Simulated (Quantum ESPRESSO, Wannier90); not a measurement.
**LiBr (rock salt), plane waves to Wannier functions**

```xyz
2
Lattice="0.0000 2.7227 2.7227 2.7227 0.0000 2.7227 2.7227 2.7227 0.0000" Properties=species:S:1:pos:R:3 pbc="T T T"
Li     0.0000     0.0000     0.0000
Br     2.7227     2.7227     2.7227
```

Materials Project entry mp-23259; symmetrised, unrelaxed at this level. COD (Crystallography Open Database) has an entry of this formula and space group (matched by these alone). Level: PBEsol, no spin polarisation, no spin-orbit coupling; pw.x of Quantum ESPRESSO at 60 Ry with PseudoDojo potentials, 10×10×10 k-points, Wannier90. Density: 10×10×10 mesh, cold smearing 0.01 Ry. Spin-orbit coupling, left out, would split the p-like bands by a few tenths of an eV.

Band 2 is isolated and gives one Wannier function a cell (Br2 4s 92 %, Li1 2s 8 %; spread 0.97 Å²). Its on-site energy is ε = -13.051 eV relative to the valence-band maximum, and its hoppings t(R) = t(−R) to the nearer images are (images within this range that aren't listed have |t| under 5 meV):

```json
[
 {"R (lattice vectors; −R alike)": "0 0 1", "distance (Å)": "3.85", "t (eV)": "-0.047"},
 {"R (lattice vectors; −R alike)": "0 1 -1", "distance (Å)": "3.85", "t (eV)": "-0.047"},
 {"R (lattice vectors; −R alike)": "0 1 0", "distance (Å)": "3.85", "t (eV)": "-0.047"},
 {"R (lattice vectors; −R alike)": "1 -1 0", "distance (Å)": "3.85", "t (eV)": "-0.047"},
 {"R (lattice vectors; −R alike)": "1 0 -1", "distance (Å)": "3.85", "t (eV)": "-0.047"},
 {"R (lattice vectors; −R alike)": "1 0 0", "distance (Å)": "3.85", "t (eV)": "-0.047"}
]
```

### Question
Work out the band energy at Γ, X, U, K from these numbers.

### Answer
For one orbital E(k) = ε + Σ_R 2 t(R) cos(2π k·R), the sum over the listed R.
- Γ, k = (0.000, 0.000, 0.000): E = -13.051 + (-0.047)·(12.00) = -13.62 eV; pw.x: -13.57 eV
- X, k = (0.500, 0.000, 0.500): E = -13.051 + (-0.047)·(-4.00) = -12.86 eV; pw.x: -12.85 eV
- U, k = (0.625, 0.250, 0.625): E = -13.051 + (-0.047)·(-3.66) = -12.88 eV; pw.x: -12.87 eV
- K, k = (0.375, 0.375, 0.750): E = -13.051 + (-0.047)·(-3.66) = -12.88 eV; pw.x: -12.87 eV

At these points the listed shells miss the plane-wave band by up to 0.04 eV, of a width of 0.72 eV on the path. With all its hoppings the model misses the band by 0.0 meV at worst on the whole path, so most of the miss comes from the hoppings not listed.
